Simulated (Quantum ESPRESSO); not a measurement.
**Kohn-Sham bands of BaNaH$_{6}$Ir (F-43m)**

```xyz
9
Lattice="0.0000 3.9226 3.9226 3.9226 0.0000 3.9226 3.9226 3.9226 0.0000" Properties=species:S:1:pos:R:3 pbc="T T T"
Na    -1.9613    -1.9613    -1.9613
Ba     1.9613     1.9613     1.9613
H      1.6869     0.0000     0.0000
H      0.0000     0.0000    -1.6869
H     -1.6869     0.0000     0.0000
H      0.0000     0.0000     1.6869
H      0.0000     1.6869     0.0000
H      0.0000    -1.6869     0.0000
Ir     0.0000     0.0000     0.0000
```

Structure: Materials Project mp-1182061, symmetrised, not relaxed again. Not found in the COD (Crystallography Open Database) copy used; not checked further. Method: LDA plane waves in Quantum ESPRESSO 7.5 (PseudoDojo norm-conserving files, 71 Ry, no spin polarisation, no spin-orbit coupling), Bloch states on a 4×4×4 mesh through Γ, Wannier90 4.0.1. Density: 8×8×8 mesh, cold smearing 0.01 Ry. Spin-orbit coupling is left out although heavy elements are present.

Energies are relative to the valence-band maximum; weights are on the orthonormalised atomic waves of the pseudopotential files, averaged over the group. 42 electrons a cell are treated as valence.

Question: Into which isolated groups do the bands fall, where do they lie and what are they made of?

Answer: 
```json
[
 {"bands": "1", "from (eV)": "-89.98", "to (eV)": "-89.98", "filling": "filled", "weight on atomic waves": "Ir 5s 96 %"},
 {"bands": "2", "from (eV)": "-49.73", "to (eV)": "-49.73", "filling": "filled", "weight on atomic waves": "Na 2s 100 %"},
 {"bands": "3–5", "from (eV)": "-46.74", "to (eV)": "-46.74", "filling": "filled", "weight on atomic waves": "Ir 5p 99 %"},
 {"bands": "6", "from (eV)": "-25.32", "to (eV)": "-25.31", "filling": "filled", "weight on atomic waves": "Ba 5s 97 %"},
 {"bands": "7–9", "from (eV)": "-22.22", "to (eV)": "-22.22", "filling": "filled", "weight on atomic waves": "Na 2p 100 %"},
 {"bands": "10–12", "from (eV)": "-10.76", "to (eV)": "-10.54", "filling": "filled", "weight on atomic waves": "Ba 5p 95 %"},
 {"bands": "13", "from (eV)": "-5.51", "to (eV)": "-4.38", "filling": "filled", "weight on atomic waves": "H 1s 51 %, Ir 6s 32 %, Ba 5p 6 %"},
 {"bands": "14–15", "from (eV)": "-3.78", "to (eV)": "-3.49", "filling": "filled", "weight on atomic waves": "Ir 5d 61 %, H 1s 38 %"},
 {"bands": "16–18", "from (eV)": "-1.83", "to (eV)": "-0.58", "filling": "filled", "weight on atomic waves": "H 1s 81 %, Na 3s 5 %, Ir 5d 4 %"},
 {"bands": "19–21", "from (eV)": "-0.33", "to (eV)": "0.00", "filling": "filled", "weight on atomic waves": "Ir 5d 91 %, H 1s 4 %"}
]
```

The Kohn-Sham gap over both meshes and the path is 3.00 eV.
